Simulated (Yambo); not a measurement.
G0W0@PBEsol for AlN (zinc blende, space group F-43m, No. 216) in Yambo. Reference settings: 6×6×6 Γ-centred k mesh, 77 bands and a 14 Ry block in the screening, 77 bands in G with the Bruneval-Gonze terminator, plasmon pole fitted at 27.2 eV. The PBEsol gap Γ → X on this mesh is 3.19 eV; G0W0 gaps are taken between the same points.

Gap (Γ → X) in eV against the number of bands and the screening block, terminator on:

```json
[
 {"bands (W and G)": "14", "2 Ry": "4.353", "5 Ry": "4.551", "8 Ry": "4.615", "11 Ry": "4.669", "14 Ry": "4.695"},
 {"bands (W and G)": "23", "2 Ry": "4.245", "5 Ry": "4.462", "8 Ry": "4.540", "11 Ry": "4.601", "14 Ry": "4.632"},
 {"bands (W and G)": "38", "2 Ry": "4.205", "5 Ry": "4.440", "8 Ry": "4.526", "11 Ry": "4.599", "14 Ry": "4.637"},
 {"bands (W and G)": "58", "2 Ry": "4.200", "5 Ry": "4.444", "8 Ry": "4.537", "11 Ry": "4.622", "14 Ry": "4.667"},
 {"bands (W and G)": "77", "2 Ry": "4.199", "5 Ry": "4.443", "8 Ry": "4.537", "11 Ry": "4.624", "14 Ry": "4.672"}
]
```

Rough cost of the Yambo step against the reference (shared machines):

```tsv
bands (W and G)	2 Ry	5 Ry	8 Ry	11 Ry	14 Ry
14	1/10	1/7	1/9	1/6	1/4
23	1/8	1/7	1/6	1/4	1/3
38	1/5	1/4	1/4	1/3	~1
58	1/3	1/3	1/3	~1	~1
77	1/3	1/2	1/2	~1	1
```

At the largest block the last step in bands moves the gap by 0.005 eV; at the most bands the last step in the block moves it by 0.048 eV.

Geometry relaxed with PBEsol; primitive cell a = 3.0948 Å, b = 3.0948 Å, c = 3.0948 Å, α = 60.00°, β = 60.00°, γ = 60.00°.

This is not the ordinary phase of the substance; no match was found in the copy of COD used, and its stability was not checked.
